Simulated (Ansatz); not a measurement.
Q: ScPd$_{3}$N (anti-perovskite, Pm-3m) is relaxed with DFT-r²SCAN in the program Ansatz with PAW potentials. What lattice parameters of the conventional cell result?

A: a = 4.177 Å.

Q: Is it a metal or does it have a gap at this level?

A: No gap at this level.

The start of the workflow was typed in or built on a structure type; neither database checked (COD, Materials Project) lists it. Its standing as an ambient phase is unchecked. Symmetry was held in the r²SCAN relaxation; whether a distortion lowers the energy is not shown. No spin polarisation was allowed. Spin–orbit coupling is left out wherever it is not named.

Potentials: the later of the program's two PAW sets.
